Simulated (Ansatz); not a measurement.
Data:

ScPd3C:
```xyz
5
Lattice="4.2018 0.0000 0.0000 0.0000 4.2018 0.0000 0.0000 0.0000 4.2018" Properties=species:S:1:pos:R:3 pbc="T T T"
Sc     0.0000     0.0000     0.0000
Pd     0.0000     2.1009     2.1009
Pd     2.1009     0.0000     2.1009
Pd     2.1009     2.1009     0.0000
C      2.1009     2.1009     2.1009
```

This is the PBE-relaxed structure.

Task: All from plane-wave PAW PBE (Ansatz code), unless another level is named. Predict the density of states at the Fermi level.

Result: 0.81 states/eV per atom (mean over ±0.08 eV).

Task: Predict the formation energy from the elements (no fitted shifts).

Result: -18 kJ/mol of atoms.

Task: And the gap with spin–orbit coupling?

Result: none (metallic).

Space group Pm-3m (anti-perovskite). The start of the workflow was typed in or built on a structure type; neither database checked (COD, Materials Project) lists it. Its standing as an ambient phase is unchecked. The cell was relaxed with PBE under the symmetry of its start; whether a distortion lowers the energy is not shown. The run is not spin-polarised. The references are the lowest solids computed at this level, not always the standard phases. Scalar-relativistic: spin–orbit coupling is off unless named, which matters more the heavier the elements.

Potentials: the later of the program's two PAW sets.
